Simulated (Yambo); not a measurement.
```xyz
2
Lattice="0.0000 2.1786 2.1786 2.1786 0.0000 2.1786 2.1786 2.1786 0.0000" Properties=species:S:1:pos:R:3 pbc="T T T"
C      0.0000     0.0000     0.0000
Si     3.2678     3.2678     3.2678
```

SiC (zinc blende, space group F-43m, No. 216): mean Im ε in 1 eV windows above the direct gap of 5.64 eV, for different electron-hole kernels (Yambo, broadening 0.15 eV, PBEsol (pw.x of Quantum ESPRESSO, ONCV potentials, no spin-orbit coupling) bands; 10×10×10 mesh, 3 valence and 4 conduction bands, static screening with 11 bands and a 4 Ry block, scissor 1.18 eV, Tamm-Dancoff; field along x).

```csv
window (eV),independent quasiparticles,RPA (no attraction),BSE
5.6 to 6.6,3.9,3.2,13
6.6 to 7.6,11,8.8,23
7.6 to 8.6,18,16,11
8.6 to 9.6,11,9.2,9.5
9.6 to 10.6,12,12,4.7
10.6 to 11.6,6.0,7.4,2.6
```

This run doesn't resolve bound excitons or single peaks, so only averages are given, and they too depend on the mesh; weight that the attraction moves below the gap isn't listed. All transitions below 12.79 eV are in the band window. The scissor comes from a G0W0 run whose convergence isn't established.

Geometry relaxed with PBEsol.
